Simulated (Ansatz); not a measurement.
ZnAu, in the lowest of the structures calculated here: Pm-3m (No. 221), cP2, CsCl type; a = 3.129 Å, b = 3.129 Å, c = 3.129 Å, α = 90.00°, β = 90.00°, γ = 90.00°; Zn 1b (0.500, 0.500, 0.500); Au 1a (0.000, 0.000, 0.000). All values below come from PBEsol (plane waves to 420 eV, PAW, scalar-relativistic; Ansatz, an electronic-structure program). Element references, the lowest calculated here: Au (Fm-3m), Zn (P6₃/mmc).

What formation energy of this Pm-3m form of ZnAu from the elements does PBEsol give?

-0.23 eV/atom.

Static energies, no anion corrections, no zero-point energy. Values are rounded to 0.01 eV/atom. Spin-orbit coupling is missing from these energies, which matters for elements this heavy. The compounds carry no spin polarisation.
